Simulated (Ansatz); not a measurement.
Faces of several elements, computed alike.

Method: DFT PBE, scalar-relativistic, plane waves, PAW in Ansatz 0.2.0. Cutoff 420 eV, Γ-centred meshes, Gaussian smearing of 0.10 eV, no spin polarisation.

Each bulk is relaxed, then a slab of about 10 Å is cut and relaxed with a dipole correction; γ is the mean of the two faces.

```
            surface  cell lengths (Å)  planes  outer planes  area (Å²)
Re (101) (P6_3/mmc)       2.775 4.484      10            Re      14.12
Os (100) (P6_3/mmc)       2.753 4.351      10            Os      11.98
   Au (110) (Fm-3m)             4.158       7            Au      12.23
Tl (100) (P6_3/mmc)       3.612 5.565       8            Tl      20.10
   Pb (100) (Fm-3m)             5.042       5            Pb      12.71
```

Task: Order them by surface energy, lowest first.
A. Os (100) (P6_3/mmc)
B. Tl (100) (P6_3/mmc)
C. Re (101) (P6_3/mmc)
D. Au (110) (Fm-3m)
E. Pb (100) (Fm-3m)

Result: B (0.25 J/m²), E (0.37 J/m²), D (0.90 J/m²), A (3.41 J/m²), C (3.82 J/m²).

Task: What are the other results?

Result: 
```csv
surface,γ (J/m²),γ·A (eV a cell),top spacing (%),"work function, top (eV)"
Re (101) (P6_3/mmc),3.82,3.36,-12.8,3.99
Os (100) (P6_3/mmc),3.41,2.55,-16.7,5.08
Au (110) (Fm-3m),0.90,0.69,-12.3,4.99
Tl (100) (P6_3/mmc),0.25,0.31,-17.7,3.51
Pb (100) (Fm-3m),0.37,0.29,-8.0,3.69
```

Slabs that rebuild by over 0.8 Å, distort in their middle or lose their symmetry through the k mesh, and polar cuts of insulators, are left out. Of the terminations computed for a plane the cheapest is shown; of Re (101) only the dearer one was computed, cut through the narrower spacing.

The slabs are thin, so differences under about 0.05 J/m² or 0.1 eV aren't settled. Spin-orbit coupling is left out, which matters for the bands of heavy elements.

γ spans a factor of 15.3, from Tl (100) (P6_3/mmc) to Re (101) (P6_3/mmc).
